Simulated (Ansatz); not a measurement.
The start is a generated trial cell of La2O3 in the AFLOW prototype A3B2_hR5_155_e_c (D5_e, as in Ni3S2). Cell shape, volume and atoms are optimised at zero target pressure with PBEsol (plane waves to 420 eV, PAW, scalar-relativistic; Ansatz, a program for electronic structure). The first steps use a coarse 5×5×5 k-mesh.

Input geometry:
```yaml
crystal:
  lattice:
    - [3.06262, 1.76820, 2.53375]
    - [-3.06262, 1.76820, 2.53375]
    - [0.00000, -3.53641, 2.53375]
  atoms:
    - { symbol: O, position: [0.24490, 0.75510, 0.50000] }
    - { symbol: O, position: [0.50000, 0.24490, 0.75510] }
    - { symbol: O, position: [0.75510, 0.50000, 0.24490] }
    - { symbol: La, position: [0.25210, 0.25210, 0.25210] }
    - { symbol: La, position: [0.74790, 0.74790, 0.74790] }
```

### Question
How do the shortest distances between atoms change?

### Answer
The closest pairs of elements (up to four, under 3.6 Å), start → end: La–O 2.41 → 2.37 Å; O–O 2.67 → 2.89 Å; La–La 3.75 → 3.51 Å.

### Question
What band gap does the relaxed structure have at this level?

### Answer
3.25 eV, indirect (valence top at 36 % of the way from Γ to T, conduction bottom at Γ) (no spin-orbit coupling).

### Question
What does it relax into? Give the structure.

### Answer

```cif
data_La6O9
_chemical_formula_sum 'O9 La6'
_space_group_name_H-M_alt 'R32 :H'
_space_group_IT_number 155
_space_group_name_Hall 'R 3 2"'
_cell_length_a 5.94436
_cell_length_b 5.94436
_cell_length_c 8.55715
_cell_angle_alpha 90.000
_cell_angle_beta 90.000
_cell_angle_gamma 120.000
loop_
_atom_site_label
_atom_site_type_symbol
_atom_site_symmetry_multiplicity
_atom_site_Wyckoff_symbol
_atom_site_fract_x
_atom_site_fract_y
_atom_site_fract_z
_atom_site_occupancy
O1 O 9 e 0.28877 0.28877 0.50000 1
La1 La 6 c 0.00000 0.00000 0.28998 1
```
(The calculation used a cell of 5 atoms; values per cell refer to that cell.)

The space group stays R32 (No. 155) (the run could not lower it), with 5 atoms in the primitive cell. Final values are on a 8×8×8 k-mesh of the relaxed cell. No spin polarisation in the result.

The run could not lose the symmetry of its start, so the end can be a saddle point.

The relaxed structure here is a generated cell of La2O3: the first start was made by placing the elements on the sites of a structure type, and the end was not matched to a known phase here, so it may be hypothetical. Known forms of La2O3 include space group No. 164.
